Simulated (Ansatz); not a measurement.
SrHfN2:
```yaml
crystal:
  lattice:
    - [6.38617, 0.00000, 0.00000]
    - [0.00000, 7.89353, 0.00000]
    - [0.00000, 0.00000, 5.75227]
  atoms:
    - { symbol: Sr, position: [0.58285, 0.87927, 0.97669] }
    - { symbol: Sr, position: [0.41715, 0.12073, 0.47669] }
    - { symbol: Sr, position: [0.91715, 0.37927, 0.47669] }
    - { symbol: Sr, position: [0.08285, 0.62073, 0.97669] }
    - { symbol: Hf, position: [0.06477, 0.12631, 0.99539] }
    - { symbol: Hf, position: [0.93523, 0.87369, 0.49539] }
    - { symbol: Hf, position: [0.43523, 0.62631, 0.49539] }
    - { symbol: Hf, position: [0.56477, 0.37369, 0.99539] }
    - { symbol: N, position: [0.61934, 0.83734, 0.42874] }
    - { symbol: N, position: [0.38066, 0.16266, 0.92874] }
    - { symbol: N, position: [0.88066, 0.33734, 0.92874] }
    - { symbol: N, position: [0.11934, 0.66266, 0.42874] }
    - { symbol: N, position: [0.54547, 0.40842, 0.34520] }
    - { symbol: N, position: [0.45453, 0.59158, 0.84520] }
    - { symbol: N, position: [0.95453, 0.90842, 0.84520] }
    - { symbol: N, position: [0.04547, 0.09158, 0.34520] }
```

Relaxed with r²SCAN.

Task: Map the electron localisation function on the plane through (0.417, 0.121, 0.477) spanned by u = [0, 1, 0] and v = [1, 0, 1] in lattice vectors, from r²SCAN in the plane-wave PAW code Ansatz.

Result: x is the fraction of u, y of v (the angle between them is 90°; rows are the nearest grid lines); atoms in the plane: Sr at (0.00, 0.00), Hf at (0.51, 0.02), N at (0.22, 0.46).
```
|0069971026776312699999984112453102799610|
|6899951025676311367888641000111001699976|
|9999730014565310124554310000000000379999|
|4431000002232100001122233321100000001234|
|1110000000000011346777777643100012222221|
|6654321000000001234566666542100135667776|
|6554221000000000111223344331100235667776|
|2211000000000000011111000000000123333222|
|5553100012210002688988741000000000012355|
|9886311467652003799999984000234310014789|
|9985213688874102799999983001466641014799|
|7742258999998510279999841026889987312577|
|1113798511589851002443100268999999851011|
|0136898645799874100000001467888888874100|
|0146889888999874200000001345677777764210|
|0124678888876532100000000001112222322100|
|0011234444321100112211000000000000000000|
|0000001100000012334432100000000000000000|
|0000000000000012344332100000000000000000|
|0000000000000111111100001244544321000000|
|8763100012322100013443101257777631002578|
|9999720025664201378999752136787410269999|
|7899840025775312589999973125776300489987|
|0069971026776312699999984112453102799610|
```
Scale: ten equal steps from 0.011 (start of '0') to 0.880 (end of '9'), in the order '0123456789'; x runs from 0.000 to 1.00, y from 0.000 (bottom) to 1.00 (top).

The density is the valence pseudo-density with augmentation charge, so density and ELF within about 1 Å of a nucleus are not all-electron values.

Space group Pna2_1. The start of the workflow was typed in or built on a structure type; neither database checked (COD, Materials Project) lists it. Its standing as an ambient phase is unchecked. Symmetry was held in the r²SCAN relaxation; its stability against distortions is not shown here. No spin polarisation was allowed. Spin–orbit coupling is left out wherever it is not named.

Potentials: the earlier of the program's two PAW sets.
